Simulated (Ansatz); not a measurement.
Ansatz (an electronic-structure program) input:

Ansatz 0.2 input:
```yaml
crystal:
  lattice:
    - [4.0765220895, 0.0, 0.0]
    - [0.0, 4.0765220895, 0.0]
    - [0.0, 0.0, 5.8256229582]
  atoms:
    - { symbol: La, position: [0.5, 0.0, 0.7155846619] }
    - { symbol: La, position: [0.0, 0.5, 0.2844153381] }
    - { symbol: O, position: [0.0, 0.0, 0.5] }
    - { symbol: O, position: [0.5, 0.5, 0.5] }
    - { symbol: F, position: [0.5, 0.5, 0.0] }
    - { symbol: F, position: [0.0, 0.0, 0.0] }
kpoints:
  mp_grid: { grid: [6, 6, 4] }
  band_path:
    path:
      - [[0.0, 0.0, 0.0], [0.0, 0.5, 0.0], [0.5, 0.5, 0.0], [0.0, 0.0, 0.0], [0.0, 0.0, 0.5], [0.0, 0.5, 0.5], [0.5, 0.5, 0.5], [0.0, 0.0, 0.5]]  # Γ-X-M-Γ-Z-R-A-Z
      - [[0.0, 0.5, 0.0], [0.0, 0.5, 0.5]]  # X-R
      - [[0.5, 0.5, 0.0], [0.5, 0.5, 0.5]]  # M-A
      - [VBM, CBM]
    npoints: 8
hamiltonian:
  xc: r2scan
  pseudopotentials: { kind: paw }
magnetization: { noncollinear: true, spin_orbit: true }
scf:
  n_extra_bands: 12
  convergence: { dr2_threshold: 0.0000000001 }
  occupations: { method: gaussian, width: 0.01 }
checkpoint: { write: soc.run }
output: { eigenvalues: true }
```

Output (shortened):

```
Pseudopotential: La, paw_fr, valence charge 11
Pseudopotential: O, paw_fr, valence charge 6
Pseudopotential: F, paw_fr, valence charge 7
Functional definition: r2SCAN
non-collinear run that drives no moment, with spin-orbit …
Crystal: 6 atoms, lattice volume = 96.810 Å³
Basis set: ecut = 500 eV, 2477 PW (Γ), exchange–correlation on 120×120×180 points (64 copies of the dense FFT grid, shifted against one another)
Bands: 60, of which v1, the nominal top of the filled ones, is band 48 counted from 1 (47 counted from 0)
Symmetry: 16 space group operations + 16 with time reversal
k-points: 30 of 144
Projection manifold: j_resolved (fully-relativistic pseudo-atomic orbitals)
SCF iter   1: F=—  HF=-15282.310409 eV  |F-HF|=—  |Δ(HF+E_count)|=         —  Δρ=2.19e-1  dr2=6.29e1  dr2_τ=4.24e-1  dr2_m=0.00e0 (ungated)  ethr=3.10e-3  |M|=0.00e0 ∫|m|=0.00e0 μB  |m|>n=0.0e0 m-floor=0.0e0 τ_xc=0.0e0  β_m=0.30  ⟨swp⟩=5.3  Hψ=4936  notcnv=0
preconditioner: auto → Resta (q_TF=auto, 2.427 Å⁻¹)
spin=Noncollinear: Resta preconditioning applied to the charge; magnetization (m_x, m_y, m_z) channels mix plain (no charge-response kernel on spin).
SCF iter   2: F=—  HF=-15273.413206 eV  |F-HF|=—  |Δ(HF+E_count)|=    8.90e0  Δρ=4.48e-2  dr2=6.12e0  dr2_τ=1.75e-1  dr2_m=0.00e0 (ungated)  ethr=3.10e-3  |M|=0.00e0 ∫|m|=0.00e0 μB  |m|>n=0.0e0 m-floor=0.0e0 τ_xc=0.0e0  β_m=0.32  ⟨swp⟩=5.4  Hψ=2298  notcnv=0  defer=214
SCF iter   3: F=—  HF=-15272.537832 eV  |F-HF|=—  |Δ(HF+E_count)|=   8.75e-1  Δρ=3.23e-2  dr2=2.94e0  dr2_τ=1.61e-2  dr2_m=0.00e0 (ungated)  ethr=3.10e-3  |M|=0.00e0 ∫|m|=0.00e0 μB  |m|>n=0.0e0 m-floor=0.0e0 τ_xc=0.0e0  β_m=0.54  ⟨swp⟩=3.8  Hψ=1621  notcnv=0  defer=222
SCF iter   4: F=—  HF=-15271.918581 eV  |F-HF|=—  |Δ(HF+E_count)|=   6.19e-1  Δρ=1.18e-2  dr2=4.85e-1  dr2_τ=9.09e-3  dr2_m=0.00e0 (ungated)  ethr=3.10e-3  |M|=0.00e0 ∫|m|=0.00e0 μB  |m|>n=0.0e0 m-floor=0.0e0 τ_xc=0.0e0  β_m=0.57  ⟨swp⟩=5.7  Hψ=1865  notcnv=0  defer=236
SCF iter   5: F=—  HF=-15271.805528 eV  |F-HF|=—  |Δ(HF+E_count)|=   1.13e-1  Δρ=6.71e-3  dr2=3.96e-2  dr2_τ=5.09e-4  dr2_m=0.00e0 (ungated)  ethr=1.01e-3  |M|=0.00e0 ∫|m|=0.00e0 μB  |m|>n=0.0e0 m-floor=0.0e0 τ_xc=0.0e0  β_m=0.79  ⟨swp⟩=6.0  Hψ=1850  notcnv=0  defer=244
SCF iter   6: F=—  HF=-15271.818840 eV  |F-HF|=—  |Δ(HF+E_count)|=   1.33e-2  Δρ=1.48e-3  dr2=1.81e-3  dr2_τ=4.01e-5  dr2_m=0.00e0 (ungated)  ethr=8.25e-5  |M|=0.00e0 ∫|m|=0.00e0 μB  |m|>n=0.0e0 m-floor=0.0e0 τ_xc=0.0e0  β_m=0.89  ⟨swp⟩=5.8  Hψ=1915  notcnv=0  defer=240
SCF iter   7: F=—  HF=-15271.819450 eV  |F-HF|=—  |Δ(HF+E_count)|=   6.10e-4  Δρ=4.15e-4  dr2=2.04e-4  dr2_τ=2.56e-6  dr2_m=0.00e0 (ungated)  ethr=3.77e-6  |M|=0.00e0 ∫|m|=0.00e0 μB  |m|>n=0.0e0 m-floor=0.0e0 τ_xc=0.0e0  β_m=0.87  ⟨swp⟩=4.8  Hψ=1759  notcnv=0  defer=236
SCF iter   8: F=—  HF=-15271.819450 eV  |F-HF|=—  |Δ(HF+E_count)|=   2.88e-7  Δρ=1.12e-4  dr2=1.79e-5  dr2_τ=1.78e-7  dr2_m=0.00e0 (ungated)  ethr=4.25e-7  |M|=0.00e0 ∫|m|=0.00e0 μB  |m|>n=0.0e0 m-floor=0.0e0 τ_xc=0.0e0  β_m=0.93  ⟨swp⟩=3.4  Hψ=1599  notcnv=0  defer=228
SCF iter  14: F=-15271.819416 eV  HF=-15271.819416 eV  |F-HF|=1.82e-12  |Δ(HF+E_count)|=  7.28e-12  Δρ=4.45e-8  dr2=2.25e-12  dr2_τ=6.56e-14  dr2_m=0.00e0 (ungated)  ethr=1.00e-12  |M|=0.00e0 ∫|m|=0.00e0 μB  |m|>n=0.0e0 m-floor=0.0e0 τ_xc=0.0e0  ⟨swp⟩=3.0  Hψ=1833  notcnv=0
SCF 1 converged in 14 iterations: F = -15271.819416 eV  dr2 = 2.25e-12
NSCF: frozen V_eff on 40 k-points
NSCF: frozen V_eff on 40 k-points
NSCF: frozen V_eff on 40 k-points
NSCF: frozen V_eff on 40 k-points
NSCF: frozen V_eff on 3 k-points
NSCF: frozen V_eff on 1 k-points
NSCF: frozen V_eff on 22 k-points
NSCF: frozen V_eff on 15 k-points
NSCF: frozen V_eff on 22 k-points
NSCF: frozen V_eff on 15 k-points
NSCF: frozen V_eff on 11 k-points
NSCF: frozen V_eff on 11 k-points
NSCF: frozen V_eff on 4 k-points
NSCF: frozen V_eff on 84 k-points
SCF converged after 14 iterations
Magnetization: |M| = 0.0000 μB,  M = (+0.0000, +0.0000, +0.0000) μB
Absolute magnetization: 0.0000 μB (∫|m|)
  site 0: m = (+0.0000, +0.0000, +0.0000) μB, |m| = 0.0000 μB  (R = 0.99 Å)
  site 1: m = (+0.0000, +0.0000, +0.0000) μB, |m| = 0.0000 μB  (R = 0.99 Å)
  site 2: m = (+0.0000, +0.0000, +0.0000) μB, |m| = 0.0000 μB  (R = 0.99 Å)
  site 3: m = (+0.0000, +0.0000, +0.0000) μB, |m| = 0.0000 μB  (R = 0.99 Å)
  site 4: m = (+0.0000, +0.0000, +0.0000) μB, |m| = 0.0000 μB  (R = 1.08 Å)
  site 5: m = (+0.0000, +0.0000, +0.0000) μB, |m| = 0.0000 μB  (R = 1.08 Å)
Free energy (F): -15271.819416 eV
Harris-Foulkes:  -15271.819416 eV  (|F-HF|=1.82e-12)
Internal energy: -15271.819416 eV  (E = F + TS)
E sigma→0 (E₀):  -15271.819416 eV
Fermi energy:    10.294689 eV
--- Per-component energies (eV) ---
  E_band       = -128.819440
  E_kinetic    = 1156.027833
  E_local      = -2478.029341  (includes V_loc(G=0)·N_el)
  E_nonlocal   = 429.399433
  E_hartree    = 913.317491
  E_xc         = -573.522638
  E_vxc        = -770.130771  (∫ρ·V_xc dr)
  E_paw        = -11573.494968  (= ΣΔE_a)
  E_vpaw       = -340.059380  (= ΣTr[D̂ρ^β])
  E_aug_tail   = 0.003917  (compensation charges beyond the density's cutoff)
  E_vtau       = 47.333935  (kinetic-family band-sum trace: ∫τ·v_τ [+ j·A + Jᵃ·Aᵃ] dr)
  E_ewald      = -3145.529658
  E_core_change = 0.008515  (= ΣΔE_core)
  E_smearing   =  0.000000  (= −TS)
  E_closure    = 0.000000  (closes the sum)
  Σ components = -15271.819416   (vs F -15271.819416, Δ=0.00e0)
  [band-id]    e_kinetic+e_local+e_nonlocal+2·e_hartree+e_vxc+e_vpaw+e_augmentation_tail+e_vtau = -128.819391   (vs E_band -128.819440, Δ=4.86e-5)
--- Band table (eV; the first three rows and the last of 30) ---
  k-point 0: bands = ["-22.8130", "-22.8130", "-22.5446", "-22.5446", "-15.6237", "-15.6237", "-15.2785", "-15.2785", "-9.8305", "-9.8305", "-8.5698", "-8.5698", "-7.4292", "-7.4292", "-7.3164", "-7.3164", "-5.5696", "-5.5696", "-5.0077", "-5.0077", …
  k-point 1: bands = ["-22.7858", "-22.7858", "-22.5744", "-22.5744", "-15.6154", "-15.6154", "-15.2779", "-15.2779", "-9.8591", "-9.8591", "-8.5749", "-8.5749", "-7.4256", "-7.4256", "-7.2870", "-7.2870", "-5.5224", "-5.5224", "-5.0404", "-5.0404", …
  k-point 2: bands = ["-22.7472", "-22.7472", "-22.6154", "-22.6154", "-15.6071", "-15.6071", "-15.2773", "-15.2773", "-9.8872", "-9.8872", "-8.5800", "-8.5800", "-7.4195", "-7.4195", "-7.2610", "-7.2610", "-5.4607", "-5.4607", "-5.1115", "-5.1115", …
  k-point 29: bands = ["-22.5598", "-22.5598", "-22.5598", "-22.5598", "-15.5330", "-15.5330", "-15.5330", "-15.5330", "-10.2204", "-10.2204", "-10.2204", "-10.2204", "-7.1606", "-7.1606", "-7.1606", "-7.1606", "-5.3469", "-5.3469", "-5.3469", "-5.3469", …
```

Cost: around 9 core-minutes (rough) on shared cores.

Space group P4/nmm. The first step of the workflow began from a Materials Project structure, measured or hypothetical; the Crystallography Open Database copy checked does not list it. COD files the formula under space group No. 166. Whether it is the stable phase at ambient conditions was not checked. The cell was relaxed with r²SCAN under the symmetry of its start; its stability against distortions is not shown here.

Potentials: the later of the program's two PAW sets.

Ansatz is a plane-wave DFT program.
